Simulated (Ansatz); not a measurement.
TaAg:
```yaml
crystal:
  lattice:
    - [1.35256, -5.76887, 0.00000]
    - [1.35256, 5.76887, 0.00000]
    - [0.00000, 0.00000, 4.56773]
  atoms:
    - { symbol: Ta, position: [0.68177, 0.31823, 0.25000] }
    - { symbol: Ag, position: [0.93594, 0.06406, 0.25000] }
    - { symbol: Ta, position: [0.31823, 0.68177, 0.75000] }
    - { symbol: Ag, position: [0.06406, 0.93594, 0.75000] }
```

Relaxed with PBE. Special points in fractions of this cell's reciprocal vectors: Γ (0.000, 0.000, 0.000); Y (-0.500, 0.500, 0.000); C0 (-0.264, 0.736, 0.000); Σ0 (0.264, 0.264, 0.000); Z (0.000, 0.000, 0.500); A0 (0.264, 0.264, 0.500); E0 (-0.264, 0.736, 0.500); T (-0.500, 0.500, 0.500); S (0.000, 0.500, 0.000); R (0.000, 0.500, 0.500).

Q: List the band energies nearest the Fermi level at these points for PBE (plane waves, PAW; program Ansatz).

A: In eV from the Fermi level; about four levels below and three above (degenerate sets whole), none deeper than 8.9 eV; points with the same levels are listed once.

| k | below | above |
|---|---|---|
| Γ | -2.64 -2.57 -1.10 -0.73 | 0.65 1.76 2.25 |
| Y | -1.84 -1.17 -1.11 -0.79 | 1.76 3.45 3.94 |
| C0 | -1.97 -1.64 -1.07 -0.26 | 0.03 1.34 1.91 |
| Z | -0.47 -0.47 -0.28 -0.28 | 2.52 2.52 3.36 3.36 |
| A0 | -2.09 -2.09 -1.59 -1.59 | 0.13 0.13 1.36 1.36 |
| T | -1.37 -1.37 -0.05 -0.05 | 2.92 2.92 3.52 3.52 |
| S | -1.99 -1.87 -1.03 -0.42 | 0.20 1.39 1.85 |
| R | -2.07 -2.07 -1.51 -1.51 | 0.19 0.19 1.07 1.07 |

Space group Cmcm. The start of the workflow was typed in or built on a structure type; neither database checked (COD, Materials Project) lists it. Its standing as an ambient phase is unchecked. The PBE relaxation kept the symmetry of its start; whether a distortion lowers the energy is not shown. No spin polarisation was allowed. Its formation energy is positive at this level, so the cell may be metastable or incomplete. Scalar-relativistic: spin–orbit coupling is off unless named, which matters more the heavier the elements.

Potentials: the earlier of the program's two PAW sets.
